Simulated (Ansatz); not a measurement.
Here is the system:

ZrSnTe:
Space group P4/nmm, origin choice 1 (No. 129); a = 4.0416 Å, b = 4.0416 Å, c = 8.6857 Å, α = 90.00°, β = 90.00°, γ = 90.00°

```json
[
 {"atom": "Zr", "site": "2c", "symmetry": "4mm", "x": "0.5000", "y": "0.0000", "z": "0.2646"},
 {"atom": "Sn", "site": "2a", "symmetry": "-4m2", "x": "0.0000", "y": "0.0000", "z": "0.0000"},
 {"atom": "Te", "site": "2c", "symmetry": "4mm", "x": "0.0000", "y": "0.5000", "z": "0.3817"}
]
```

This is the PBEsol-relaxed structure.

Task: All from PBEsol in the plane-wave PAW code Ansatz, unless another level is named. Estimate the electronic character.

Result: metallic (no gap).

Task: And the formation energy from the elements (no fitted shifts)?

Result: -0.76 eV/atom.

Task: What about the density of states at the Fermi level?

Result: 0.11 states/eV per atom (mean over ±0.08 eV).

Task: Give the gap with spin–orbit coupling.

Result: none (metallic).

The first step of the workflow began from a Materials Project structure, measured or hypothetical; the Crystallography Open Database copy checked does not list it. Its standing as an ambient phase is unchecked. Symmetry was held in the PBEsol relaxation; of distortions, only those at the zone centre were tested. No spin polarisation was allowed. The references are the lowest solids computed at this level, not always the standard phases. Spin–orbit coupling is left out wherever it is not named.

Potentials: the later of the program's two PAW sets.
